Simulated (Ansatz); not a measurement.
La2Sb in space group I4/mmm (No. 139; La on 4e, La on 4c, Sb on 4e), r²SCAN in the plane-wave PAW code Ansatz, all energies at zero smearing, with the estimated change up to a 700 eV cutoff added, with one set of potentials and settings (totals compare only within such a set). Cell of 6 atoms (4 La, 2 Sb): -38063.408 eV.

```json
[
 {"element": "La", "reference phase": "P6_3/mmc, 4 atoms in the cell", "E (eV/atom)": "-6264.6784"},
 {"element": "Sb", "reference phase": "R-3m, 2 atoms in the cell", "E (eV/atom)": "-6499.1272"}
]
```

Formation energy per atom, worked out: (-38063.408 − 4×(-6264.6784) − 2×(-6499.1272))/6 = -1.073 eV/atom (-104 kJ per mol of atoms), at 0 K, without zero-point energy or fitted corrections.

The workflow started from a Materials Project entry (that database holds measured and hypothetical structures alike); the Crystallography Open Database files this formula in space group No. 139, but the cells were not matched. Its standing as an ambient phase is unchecked. The r²SCAN relaxation kept the symmetry of its start; its stability against distortions is not shown here. The references are the lowest solids computed at this level, not always the standard phases. Spin–orbit coupling is left out wherever it is not named.

Potentials: the later of the program's two PAW sets.
